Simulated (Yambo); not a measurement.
```
ZnSe
1.0
    0.00000     2.81641     2.81641
    2.81641     0.00000     2.81641
    2.81641     2.81641     0.00000
Zn Se
1 1
Direct
  0.00000   0.00000   0.00000
  0.25000   0.25000   0.25000
```

ZnSe (zinc blende, space group F-43m, No. 216): mean Im ε in 1 eV windows above the direct gap of 2.18 eV, for different electron-hole kernels (Yambo, broadening 0.15 eV, PBE (Quantum ESPRESSO, PseudoDojo norm-conserving, 86 Ry, without SOC) bands; 8×8×8 mesh, 3 valence and 4 conduction bands, static screening with 32 bands and a 4 Ry block, scissor 0.82 eV, Tamm-Dancoff; field along x).

```tsv
window (eV)	independent quasiparticles	RPA (no attraction)	BSE
2.2 to 3.2	1.2	1.2	2.9
3.2 to 4.2	3.7	3.4	8.2
4.2 to 5.2	6.0	5.3	8.9
5.2 to 6.2	9.0	7.2	10
6.2 to 7.2	10	8.7	6.0
7.2 to 8.2	9.0	7.6	5.6
```

This run doesn't resolve bound excitons or single peaks, so only averages are given, and they too depend on the mesh; weight that the attraction moves below the gap isn't listed. All transitions below 8.40 eV are in the band window. The scissor comes from a G0W0 run whose convergence isn't established.

Spin-orbit splittings are left out.

Bands and orbitals come from the standard potentials; the scissor and the G0W0 gaps come from a run at the same geometry on the stringent ones, which hold whole semicore shells in the valence.

Geometry relaxed with PBEsol.
